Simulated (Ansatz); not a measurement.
Input:

Ir:
```cif
data_Ir
_chemical_formula_sum 'Ir1'
_space_group_name_H-M_alt 'P 1'
_space_group_IT_number 1
_cell_length_a 2.73670
_cell_length_b 2.73670
_cell_length_c 2.73670
_cell_angle_alpha 60.000
_cell_angle_beta 60.000
_cell_angle_gamma 60.000
loop_
_space_group_symop_operation_xyz
  'x, y, z'
loop_
_atom_site_label
_atom_site_type_symbol
_atom_site_fract_x
_atom_site_fract_y
_atom_site_fract_z
_atom_site_occupancy
Ir1 Ir 0.00000 0.00000 0.00000 1
```

This is the PBE-relaxed structure.

### Question
All from DFT-PBE in the program Ansatz with PAW potentials, unless another level is named. Estimate the density of states at the Fermi level.

### Answer
0.93 states/eV per atom (mean over ±0.08 eV).

### Question
And the gap with spin–orbit coupling?

### Answer
none (metallic).

Space group Fm-3m (fcc (Cu type)). Symmetry was held in the PBE relaxation. The run is not spin-polarised. Spin–orbit coupling is left out wherever it is not named.

Potentials: the earlier of the program's two PAW sets.
